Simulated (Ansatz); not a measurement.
Rocksalt alloy of NaCl and KCl (6 of 32 Na sites exchanged), 64 atoms

Ansatz, PAW, plane waves. PBEsol relaxation of volume and atoms (shape held) at the single k point (¼, ¼, ¼) without its symmetry partners; single points on the relaxed atoms at the Γ point alone, onto which points of the small cell's zone fold. Arrangement: quasirandom. No spin–orbit coupling unless named.

Relaxed structure:

```
Cl Na K
1.0
    11.47595    0.00000    0.00000
     0.00000   11.47595    0.00000
     0.00000    0.00000   11.47595
Cl Na K
32 26 6
Direct
  0.25039 0.99032 0.99942
  0.25043 0.99817 0.50034
  0.25035 0.51026 0.99765
  0.25033 0.50270 0.50135
  0.75040 0.00831 0.99794
  0.75033 0.99084 0.50160
  0.75044 0.48937 0.98785
  0.75028 0.51070 0.51114
  0.99119 0.25090 0.01057
  0.01046 0.25124 0.48928
  0.01049 0.74958 0.00213
  0.00294 0.75001 0.49868
  0.50979 0.25087 0.98933
  0.49025 0.25147 0.50945
  0.49008 0.74961 0.99875
  0.49771 0.74995 0.50067
  0.00206 0.99691 0.24968
  0.00032 0.98902 0.75050
  0.01134 0.50305 0.24941
  0.00166 0.51180 0.75021
  0.49948 0.98919 0.24919
  0.49981 0.99718 0.74999
  0.48878 0.51185 0.24882
  0.49874 0.50342 0.74984
  0.24095 0.24809 0.26032
  0.26034 0.24983 0.73936
  0.24933 0.75181 0.25300
  0.25138 0.75073 0.74690
  0.76165 0.23672 0.23980
  0.73934 0.24773 0.75792
  0.75188 0.76030 0.26143
  0.74854 0.75155 0.74037
  0.00031 0.99757 0.00221
  0.00258 0.99577 0.49784
  0.00297 0.50244 0.99984
  0.00511 0.50504 0.49980
  0.50046 0.99765 0.99731
  0.49817 0.99582 0.50209
  0.49771 0.50240 0.99449
  0.49546 0.50499 0.50456
  0.25036 0.25029 0.49985
  0.25027 0.75039 0.99983
  0.25029 0.75062 0.50005
  0.75060 0.24758 0.99741
  0.75036 0.75184 0.50178
  0.24866 0.99610 0.25223
  0.25230 0.99587 0.74770
  0.24883 0.50498 0.25224
  0.25212 0.50506 0.74770
  0.75293 0.99754 0.24977
  0.74772 0.99770 0.74987
  0.74748 0.50259 0.74967
  0.00264 0.24719 0.24976
  0.00478 0.75175 0.25228
  0.00249 0.75045 0.74768
  0.50002 0.25001 0.74944
  0.49552 0.75176 0.25238
  0.49807 0.75050 0.74776
  0.25049 0.25022 0.99980
  0.75040 0.24962 0.50009
  0.75028 0.74993 0.99982
  0.75131 0.49975 0.24946
  0.99978 0.25037 0.74991
  0.50008 0.24922 0.24935
```

Problem. What are the mean bond lengths by pair (pairs within 1.2 times the sum of covalent radii, less contacts 15 % beyond the pair's median; cation–cation pairs of compounds aside; long ionic contacts are cut short by that bound)?

Solution. Cl–K 2.991 ± 0.013 Å (standard deviation, 36 bonds); Cl–Na 2.843 ± 0.060 Å (standard deviation, 156 bonds).

Problem. What gap lies between the top filled and the lowest empty level in the single points?

Solution. HSE06 6.46 eV (15 s on NVIDIA GB200).
